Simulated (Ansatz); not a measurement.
Does relaxation matter for the field gradients of PbS with phosphorus replacing S?

Start: a supercell of PbS (rock salt type, Fm-3m) built from a structure deposited in the COD (the entry's cell lengths or inner coordinates differ somewhat from later room-temperature determinations), with all atoms left at the host's positions.

Space group Fm-3m (No. 225); a = 17.7945 Å.

| site | Wyckoff | site symmetry | x | y | z |
| --- | --- | --- | --- | --- | --- |
| Pb1 | 32f | .3m | 0.3333 | 0.8333 | 0.8333 |
| Pb2 | 24e | 4m.m | 0.5000 | 0.0000 | 0.8333 |
| Pb6 | 48h | m.m2 | 0.8333 | 0.1667 | 0.0000 |
| Pb27 | 4a | m-3m | 0.0000 | 0.5000 | 0.5000 |
| P | 4b | m-3m | 0.5000 | 0.0000 | 0.0000 |
| S29 | 48i | m.m2 | 0.6667 | 0.1667 | 0.0000 |
| S32 | 32f | .3m | 0.8333 | 0.1667 | 0.1667 |
| S42 | 24e | 4m.m | 0.0000 | 0.5000 | 0.3333 |

One atom of each set is listed; the run and its k-mesh use a cell of 54 atoms with edges of 12.58, 12.58, 12.58 Å.

Computed with Ansatz: DFT, PBE, plane waves and PAW, scalar-relativistic, 420 eV cutoff, Γ-centred 2×2×2 k-points, Fermi–Dirac smearing 0.01 eV, cell charge -1.

The largest force at the start is 0.57 eV/Å. Relaxing the ions at fixed cell moves them by 0.083 Å at most (atom 2, Pb) and 0.031 Å rms.

```tsv
site	moved (Å)	first shell before	first shell after	V_zz before (10²¹ V/m²)	η before
Pb1	0.013	6 S at 2.97 Å	6 S at 2.96–2.97 Å	-0.045	0.00
Pb2	0.083	5 S at 2.97 Å, 1 P at 2.97 Å	1 P at 2.88 Å, 5 S at 2.98–3.06 Å	-21.2	0.00
Pb6	0.020	6 S at 2.97 Å	6 S at 2.95–2.97 Å	2.02	0.25
P	0.000	6 Pb at 2.97 Å	6 Pb at 2.88 Å	0.00	–
S29	0.014	6 Pb at 2.97 Å	6 Pb at 2.96–2.98 Å	0.45	0.54
S32	0.008	6 Pb at 2.97 Å	6 Pb at 2.97 Å	-0.014	0.00
S42	0.011	6 Pb at 2.97 Å	6 Pb at 2.95–3.06 Å	-0.78	0.00
```

**Question.** How do the gradients change?

**Answer.** 

```csv
site,V_zz after,η after,change of V_zz
Pb1,<0.005,–,+0.05
Pb2,-19.66,0.00,+1.52
Pb6,1.77,0.49,-0.25
P,0.00,–,0.00
S29,-0.58,0.34,–
S32,0.074,0.00,+0.09
S42,-1.26,0.00,-0.48
```

The largest change of V_zz along a kept axis is on Pb2, from -21.2 to -19.66. In per cent, |V_zz| changes by -12 to -7 on Pb, +62 on S (all sites that start above 0.5). Where |V_zz| stays above 0.1 and the axes keep their order, η moves most on Pb6, from 0.25 to 0.49. On S29 the largest principal value lies along another axis in the second run, so the two V_zz can't be compared directly. Other sites without a gradient aren't listed.

The defect repeats with the cell of 54 atoms, so it feels its images: sites between two images don't show the values beside a lone defect, and zeros or small values of η there can come from the images' arrangement. A uniform background compensates the cell's charge. Spin–orbit coupling is left out, which shifts gradients on Pb by a few per cent in wide-gap crystals, and can shift them far more where the calculated gap is small or absent, as here.
Before: With a gap of 0.2 eV on this mesh, small gradients can still move by 0.1 × 10²¹ V/m² or more as the k-mesh gets denser. The neighbours have not yet relaxed around the defect (largest force 0.57 eV/Å), so a real crystal will differ.
After: The relaxation keeps the site symmetry m-3m of the start, so the impurity can't leave its site; a start off the site could end lower. With a gap of 0.3 eV on this mesh, small gradients can still move by 0.1 × 10²¹ V/m² or more as the k-mesh gets denser.
